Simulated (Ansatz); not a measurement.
Structure relaxation, As

The start is a relaxed As cell, doubled along one cell vector, shaken by Gaussian noise of σ = 0.08 Å a coordinate. A full variable-cell relaxation at zero pressure is run with PBE (plane waves to 420 eV, PAW, scalar-relativistic; Ansatz, a first-principles code). First-step values are on the input's coarse k-mesh.

Ansatz input (later rounds restart from its end on a renewed k-mesh):
Ansatz 0.2 input:
```yaml
crystal:
  lattice:
    - [4.6158298346, 0, 0]
    - [-2.3079149173, 3.9974258963, 0]
    - [0, 0, 11.6807196698]
  atoms:
    - { symbol: As, position: [0.3482211449, 0.6814926175, 0.0291225673] }
    - { symbol: As, position: [0.2958886144, 0.6445518537, 0.5225508765] }
    - { symbol: As, position: [0.6873399752, 0.3466810806, 0.2692222855] }
    - { symbol: As, position: [0.6931537897, 0.3426018277, 0.7674321381] }
    - { symbol: As, position: [0.6937934918, 0.3609159145, 0.4879747485] }
    - { symbol: As, position: [0.6243183075, 0.3171442067, 0.9744050378] }
    - { symbol: As, position: [0.3495573731, 0.6892689791, 0.2375656716] }
    - { symbol: As, position: [0.3548398107, 0.6524585465, 0.7257168366] }
basis: { ecutwfc: 420, ecutrho_ratio: 4, xc_grid: 2, fft_grid_basis: typed }
kpoints: { mp_grid: { grid: [6, 6, 2] } }
hamiltonian:
  xc: pbe
  dispersion: none
  pseudopotentials: { azcp: { folder: ./paw }, kind: paw }
scf: { occupations: { method: fermi_dirac, width: 0.05 } }
relax: { f_tol: 0.01, max_steps: 100, cell: { stress_tol: 0.02 } }
output: { forces: true, stress: true }
```

Q: How much energy is released per atom?

A: 0.17 eV/atom.

Q: Does it find its way back to the structure it was made from?

A: It does not go back: it reaches Pmmn (No. 59), 0.12 eV/atom below the parent.

Q: How do the shortest distances between atoms change?

A: The closest pairs of elements (up to four, under 3.6 Å), start → end: As–As 2.39 → 2.52 Å.

Q: What does it relax into? Give the structure.

A: 
```cif
data_As4
_chemical_formula_sum 'As4'
_space_group_name_H-M_alt 'Pmmn :1'
_space_group_IT_number 59
_space_group_name_Hall 'P 2 2ab -1ab'
_cell_length_a 3.81112
_cell_length_b 5.84384
_cell_length_c 4.22711
_cell_angle_alpha 90.000
_cell_angle_beta 90.000
_cell_angle_gamma 90.000
loop_
_space_group_symop_operation_xyz
  'x, y, z'
  '-x, -y, z'
  'x+1/2, -y+1/2, -z'
  '-x+1/2, y+1/2, -z'
  '-x+1/2, -y+1/2, -z'
  'x+1/2, y+1/2, -z'
  '-x, y, z'
  'x, -y, z'
loop_
_atom_site_label
_atom_site_type_symbol
_atom_site_symmetry_multiplicity
_atom_site_Wyckoff_symbol
_atom_site_fract_x
_atom_site_fract_y
_atom_site_fract_z
_atom_site_occupancy
As1 As 4 e 0.00000 0.28453 0.19527 1
```

Final values are on a 12×8×11 k-mesh of the relaxed cell. No spin polarisation in the result.

The relaxed structure here is a generated cell of As: the first start was made by placing the elements on the sites of a structure type, and the end was not matched to a known phase here, so it may be hypothetical. Known forms of As include space group No. 166.
